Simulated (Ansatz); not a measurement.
An ordered 8-atom cell of NaLaTe₂ on the rocksalt lattice (I4_1/amd) at its r2SCAN geometry, run in Ansatz at 2 levels of theory. No magnetic order and no zero-point or thermal motion; the cell was built from a prototype and may be hypothetical.

The PBE+SOC input:
```yaml
crystal:
  lattice:
    - [-3.2345426656, 3.2345426656, 6.6458039328]
    - [3.2345426656, -3.2345426656, 6.6458039328]
    - [3.2345426656, 3.2345426656, -6.6458039328]
  atoms:
    - { symbol: Na, position: [0.75, 0.25, 0.5] }
    - { symbol: Te, position: [0.4922275818, -0.0077724182, 0.5] }
    - { symbol: Na, position: [0.0, 0.0, 0.0] }
    - { symbol: Te, position: [0.7422275818, 0.7422275818, 0.0] }
    - { symbol: La, position: [0.25, 0.75, 0.5] }
    - { symbol: Te, position: [0.0077724182, 0.5077724182, 0.5] }
    - { symbol: La, position: [0.5, 0.5, 0.0] }
    - { symbol: Te, position: [0.2577724182, 0.2577724182, 0.0] }
kpoints:
  mp_grid: { grid: [6, 6, 6] }
  band_path:
    path:
      - [0.0, 0.0, 0.0]
      - [0.0, 0.0, 0.5]
      - [0.25, 0.25, 0.25]
      - [0.0, 0.5, 0.0]
      - [0.5, 0.5, -0.5]
      - [0.309220317, 0.690779683, -0.309220317]
      - [-0.309220317, 0.309220317, 0.309220317]
      - [-0.1184406341, 0.1184406341, 0.5]
      - [0.5, 0.5, -0.1184406341]
    npoints: 1
hamiltonian:
  xc: pbe
scf:
  occupations: { method: fixed }
  n_extra_bands: 12
magnetization:
  noncollinear: true
  spin_orbit: true
output:
  forces: true
  stress: true
  eigenvalues: true
```

Main results, then, where recorded, the levels near the gap in eV from the Fermi energy (columns number the bands from 0), one row a point of the path (Γ, X, P, N, M, S, S₀, R, G):
```
Crystal: 8 atoms, lattice volume = 278.121 Å³
Symmetry: 16 space group operations + 16 with time reversal
Magnetic group: BNS 141.552 (UNI 1212)
```
```
Basis set: ecut = 420 eV, 5455 PW (Γ)
k-points: 30 of 216
SCF converged after 10 iterations
Free energy (F): -43425.534427 eV
Fermi energy:    6.657914 eV
--- Forces (eV/Å), atoms counted from 1 ---
  atom   1  Na      0.00000      0.00000      0.00000
  atom   2  Te      0.00000      0.00000    -0.01674
  atom   3  Na      0.00000      0.00000      0.00000
  atom   4  Te      0.00000      0.00000    -0.01674
  atom   5  La      0.00000      0.00000      0.00000
  atom   6  Te      0.00000      0.00000      0.01674
  atom   7  La      0.00000      0.00000      0.00000
  atom   8  Te      0.00000      0.00000      0.01674
--- Stress (GPa, compression-positive) ---
        0.144900       0.000000       0.000000
        0.000000       0.144900       0.000000
        0.000000       0.000000       0.156457
  P = ⅓ Tr σ = 0.1488 GPa (1.488 kbar)
```

PBE+SOC gives a direct gap of 1.22 eV at Γ.

PBE0. Against the first input these blocks differ (the band path and keys that only write files left aside):
```yaml
kpoints:
  mp_grid: { grid: [4, 4, 4] }
hamiltonian:
  xc: pbe0
scf:
  occupations: { method: fixed }
  n_extra_bands: 6
```
(magnetization left out)

```
Basis set: ecut = 420 eV, 5455 PW (Γ)
k-points: 13 of 64
Exchange kernel: α = 0.2500, full range, Wigner–Seitz truncation, v(0) = 23531.1307 eV·Å³, q-mesh 4×4×4
hybrid outer 1: dexx = +7.642e-2 eV, tail = 3.59e-4 eV
hybrid outer 2: dexx = +9.070e-6 eV, tail = 7.96e-8 eV, Δε = 3.79e-3 eV, ΔF = 9.33e-3 eV/Å
hybrid outer 3: dexx = +2.119e-9 eV, tail = 1.35e-9 eV, Δε = 2.92e-5 eV, ΔF = 1.09e-4 eV/Å
hybrid SCF converged: 3 outer / 16 inner (+4 warm-up)
Free energy (F): -43426.945638 eV
Fermi energy:    5.707276 eV
--- Forces (eV/Å), atoms counted from 1 ---
  atom   1  Na      0.00000      0.00000      0.00000
  atom   2  Te      0.00000      0.00000    -0.04237
  atom   3  Na      0.00000      0.00000      0.00000
  atom   4  Te      0.00000      0.00000    -0.04237
  atom   5  La      0.00000      0.00000      0.00000
  atom   6  Te      0.00000      0.00000      0.04237
  atom   7  La      0.00000      0.00000      0.00000
  atom   8  Te      0.00000      0.00000      0.04237
--- Stress (GPa, compression-positive) ---
       -0.307349       0.000000       0.000000
        0.000000      -0.307349       0.000000
        0.000000       0.000000      -0.265846
  P = ⅓ Tr σ = -0.2935 GPa (-2.935 kbar)
```
```tsv
band_49	band_50	band_51	band_52	band_53	band_54
-0.054	-0.054	0.000	2.619	3.552	3.552
-1.349	-0.082	-0.082	4.605	4.605	4.672
-0.790	-0.121	-0.121	4.402	4.402	4.508
-0.660	-0.622	-0.295	3.272	4.201	4.367
-0.778	-0.478	-0.478	2.805	2.805	3.167
-0.881	-0.654	-0.636	2.942	3.861	4.324
-0.881	-0.654	-0.636	2.942	3.861	4.324
-1.282	-0.233	-0.233	4.035	4.035	4.537
-1.282	-0.233	-0.233	4.035	4.035	4.537
```

PBE0 gives a direct gap of 2.62 eV at Γ. The mean stress, -0.3 GPa, is small, and the program warns that its thresholds are loose for a hybrid's stress.

The hybrids run on coarser meshes, which limits their stresses and small splittings of levels.

Totals of different functionals, or with and without spin-orbit coupling, can't be compared.

Only the levels marked +SOC include spin-orbit coupling.
